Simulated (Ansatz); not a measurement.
Ti (diamond, Fd-3m) at seven volumes, DFT-PBE in the program Ansatz with PAW potentials, scaled uniformly. One row is withheld.

```
V (Å³/atom)  P (GPa)
-----------  -------
24.924             ?
25.745          1.52
26.567          0.72
27.389          0.00
28.210         -0.66
29.032         -1.23
29.854         -1.71
```

Task: Fit the shown pressures and predict the withheld one.

Result: P = (3/2)B₀(x^(7/2) − x^(5/2))[1 + (3/4)(B′ − 4)(x − 1)] with x = (V₀/V)^(2/3). Least squares on the six rows gives V₀ = 27.377 Å³/atom, B₀ = 22.7 GPa, B′ = 3.01. At V = 24.924, x = 1.0646 and P = 2.45 GPa. The run itself gave 2.45 GPa.

The start of the workflow was typed in or built on a structure type; neither database checked (COD, Materials Project) lists it. It is not the phase usual at ambient conditions (space group No. 194). The PBE relaxation kept the symmetry of its start; its stability against distortions is not shown here. The final state is ferromagnetic, chosen from 4 collinear starts compared on coarse meshes (ties went to the first, and starts can fall back to one state), not a proven ground state.

Potentials: the later of the program's two PAW sets.
